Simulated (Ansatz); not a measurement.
ZnSnN2:
```
CELL_PARAMETERS angstrom
      1.58243     0.91362     5.13607
     -1.58243     0.91362     5.13607
      0.00000    -1.82723     5.13607
ATOMIC_POSITIONS crystal
  Zn 0.00000 0.00000 0.00000
  Sn 0.50000 0.50000 0.50000
  N  0.75274 0.75274 0.75274
  N  0.24726 0.24726 0.24726
```

PBEsol (plane waves, PAW; program Ansatz) gives a gap of 0.68 eV without spin–orbit coupling, maximum off the standard path, at k = (0.026, 0.211, -0.185) in fractions of the reciprocal vectors, minimum at F.

Task: What happens when spin–orbit coupling is switched on?

Result: The gap hardly moves, to 0.68 eV; maximum off the standard path, at k = (0.026, 0.211, -0.185) in fractions of the reciprocal vectors, minimum at F.

Task: Give the electron effective mass with spin–orbit coupling.

Result: 0.23, 0.25, 0.62 mₑ (principal values).

Space group R-3m. The start of the workflow was typed in or built on a structure type; neither database checked (COD, Materials Project) lists it. Its standing as an ambient phase is unchecked. Symmetry was held in the PBEsol relaxation. At this level the phase is mechanically unstable. Its formation energy is positive at this level, so the cell may be metastable or incomplete.

Potentials: the later of the program's two PAW sets.
